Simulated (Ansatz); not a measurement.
HfB$_{2}$:
```xyz
3
Lattice="3.1451 0.0000 0.0000 -1.5725 2.7237 0.0000 0.0000 0.0000 3.4874" Properties=species:S:1:pos:R:3 pbc="T T T"
Hf     0.0000     0.0000     0.0000
B      0.0000     1.8158     1.7437
B      1.5725     0.9079     1.7437
```

Relaxed with PBE. Special points in fractions of this cell's reciprocal vectors: Γ (0.000, 0.000, 0.000); M (0.500, 0.000, 0.000); K (0.333, 0.333, 0.000); A (0.000, 0.000, 0.500); L (0.500, 0.000, 0.500); H (0.333, 0.333, 0.500).

Q: List the band energies nearest the Fermi level at these points for DFT-PBE in the program Ansatz with PAW potentials.

A: In eV from the Fermi level; about four levels below and three above (degenerate sets whole), none deeper than 8.9 eV; points with the same levels are listed once.

```json
[
 {"k": "Γ", "below": "-3.04 -2.94 -2.94 -2.79", "above": "3.93 3.93 4.56 4.56"},
 {"k": "M", "below": "-4.17 -3.43 -2.90", "above": "2.10 2.65 5.46"},
 {"k": "K", "below": "-8.29 -8.29 -7.76 -2.62 -2.62", "above": "1.68 1.68 3.38"},
 {"k": "A", "below": "-8.39 -1.20 -1.20", "above": "0.26 0.26 0.93 0.93"},
 {"k": "L", "below": "-7.50 -5.00 -4.74 -2.73", "above": "3.96 4.06 6.14"},
 {"k": "H", "below": "-5.54 -3.21 -3.21", "above": "4.36 5.34 6.81 6.81"}
]
```

Space group P6/mmm. Symmetry was held in the PBE relaxation. The run is not spin-polarised. Spin–orbit coupling is left out wherever it is not named.

Potentials: the later of the program's two PAW sets.
